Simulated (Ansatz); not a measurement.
Suppose Li4SbPt takes space group P4/mmm (No. 123), with Li on 2g and 2h; Sb on 1c; Pt on 1b. The cell of Li4SbPt is invented: ordered superstructure of bcc (sublattice all; occupants of the shared sites, in ratio, Li: 4, Sb: 1, Pt: 1).

Theory: Ansatz, DFT PBE, scalar-relativistic, plane waves, PAW. Cutoff 420 eV, Γ-centred mesh, Gaussian smearing, no spin polarisation.

Formation energies are uncorrected and refer to the elements' standard structures at the same level.

Problem. Give the relaxed lattice parameters and positions.

Solution.

Space group P4/mmm (No. 123). a = 3.413 Å, b = 3.413 Å, c = 8.478 Å, α = 90.00°, β = 90.00°, γ = 90.00°
| atom | site | symmetry | x | y | z |
| --- | --- | --- | --- | --- | --- |
| Li | 2g | 4mm | 0.0000 | 0.0000 | 0.1869 |
| Li | 2h | 4mm | 0.5000 | 0.5000 | 0.6392 |
| Sb | 1c | 4/mmm | 0.5000 | 0.5000 | 0.0000 |
| Pt | 1b | 4/mmm | 0.0000 | 0.0000 | 0.5000 |

Around Li on its first site lie 1 Pt at 2.65 Å, 4 Li at 2.83 Å, 4 Sb at 2.89 Å, 1 Li at 3.17 Å and 4 Li at 3.41 Å; around Li on its second site lie 1 Li at 2.36 Å, 4 Pt at 2.69 Å, 4 Li at 2.83 Å and 1 Sb at 3.06 Å; Sb has 10 Li at 2.89–3.06 Å and 4 Sb at 3.41 Å; Pt has 10 Li at 2.65–2.69 Å. Another local minimum with the same sites may exist.

Problem. And its energy and gap?

Solution. The energy over the elements is −0.43 eV/atom and the gap on the 12×12×6 mesh of the 6-atom cell is 0 eV (a metal). Whether it is stable depends on the other phases of the system, which aren't compared here.

The last run used Gaussian smearing of 0.10 eV. These runs have no spin–orbit coupling, which can matter for Pt and Sb. A structure relaxed within its symmetry needn't be a true minimum.
